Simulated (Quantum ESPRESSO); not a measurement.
Parts of the isotropic shielding in CdS, by PBE GIPAW on JTH datasets (Quantum ESPRESSO, modified build), 20 Ha, k-mesh 8×8×8 shifted:

```
CELL_PARAMETERS angstrom
      0.00000     2.94295     2.94295
      2.94295     0.00000     2.94295
      2.94295     2.94295     0.00000
ATOMIC_POSITIONS crystal
  Cd 0.00000 0.00000 0.00000
  S  0.25000 0.25000 0.25000
```
The geometry is a computed Materials Project entry, not a measured one. It is CdS in F-43m. Stability against distortions was not tested.

The core term is that of the free atom's frozen core; the paramagnetic column sums the reconstruction terms. These are absolute shieldings with no macroscopic susceptibility term; δ = σ_ref − σ needs a reference computed alike. By our sweeps, such settings leave a few ppm in absolute σ on light atoms and up to some 20 ppm from Zn on. Spin–orbit coupling is left out; its weight grows with the heaviest atom, Cd here. The datasets of S hold no d projectors, which limits absolute σ on these atoms. The band gap at this level is small, which makes the paramagnetic part of σ large and sensitive to the functional. The structure is static (0 K, no zero-point motion).

```tsv
site	core	bare (smooth current)	diamagnetic correction	paramagnetic corrections	σ_iso (ppm)
Cd (atom 1)	4799.7	50.0	120.6	(withheld)	(withheld)
S (atom 2)	979.8	44.6	-10.3	(withheld)	(withheld)
```

Some entries are withheld; supply them.


- Cd (atom 1), paramagnetic corrections: -2038.8
- Cd (atom 1), σ_iso (ppm): 2931.4
- S (atom 2), paramagnetic corrections: -331.2
- S (atom 2), σ_iso (ppm): 683.0
